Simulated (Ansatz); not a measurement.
## FeCO₃, several self-consistent solutions

```
CELL_PARAMETERS angstrom
2.34435 1.35351 5.12433
-2.34435 1.35351 5.12433
0.00000 -2.70702 5.12433
ATOMIC_POSITIONS crystal
Fe 0.00000 0.00000 0.00000
Fe 0.50000 0.50000 0.50000
C 0.25000 0.25000 0.25000
C 0.75000 0.75000 0.75000
O 0.52430 0.97570 0.25000
O 0.25000 0.52430 0.97570
O 0.97570 0.25000 0.52430
O 0.47570 0.02430 0.75000
O 0.75000 0.47570 0.02430
O 0.02430 0.75000 0.47570
```

Method: r2SCAN in Ansatz 0.2.0, PAW datasets, plane waves to 500 eV, 6×6×6 Γ-centred mesh, fermi-dirac occupations of width 0.050 eV. The atoms are fixed and numbered as listed; spin is collinear, without spin-orbit coupling.

The cycle has several fixed points for this cell. Moments (μB):

```csv
state,Fe1,Fe2,other atoms together,size of the net moment a cell
A,3.48,3.48,0.34,8.00
B,3.46,-3.46,0.00,0.00
C,0.00,0.00,0.00,0.00
```

Site moments are taken in small spheres that don't touch (radius about 0.4 of the atom's shortest bond), so those of the magnetic atoms read low, and they needn't add up to the net moment. State C was run without spin polarisation.

Question: Rank the states by energy at zero smearing.

Answer: State B (antiparallel, compensated) is lowest; A (parallel moments) lies 2.1 meV above it, C (without moments) lies 318 meV above it, all counted an atom of the cell.

Question: Which states have a gap on the mesh, and what pressure does each exert on this cell?

Answer: A: gap 0.80 eV, -1.0 GPa; B: gap 0.98 eV, -1.2 GPa; C: gap 1.65 eV, -15.5 GPa (positive in compression). Moments take up room: without them the pressure is lower, so that state wants a smaller cell.

Question: Compare the parallel order A with the antiparallel order B.

Answer: Between A and B the moments keep their size (3.48 against 3.46 μB in the mean), so the difference mostly measures the exchange between the flipped sites: the antiparallel order gains 10 meV for each Fe atom. The nearest flipped pair stands 3.73 Å apart. Flipped pairs are linked through O; the widest Fe–O–Fe angle among the nearer links is 121°, at 3.73 Å between the metal atoms.

Question: What does magnetism gain here?

Answer: 318 meV an atom of the cell, or 1588 meV for each Fe atom, against state C, which has none. A run without spin would miss this and give wrong energies and forces. That state isn't the paramagnet, which keeps its moments, so this is no ordering energy.

The cell is that of a Crystallography Open Database entry, unchanged.

Caveats: only orders that fit this cell and collinear spins were tried, so the true order may need a larger cell or canted moments; atoms and cell are not relaxed, and each state would relax in its own way; semilocal functionals without U often misplace the states of 3d oxides, halides and chalcogenides; one start a pattern, so a lower state of the same pattern may exist.
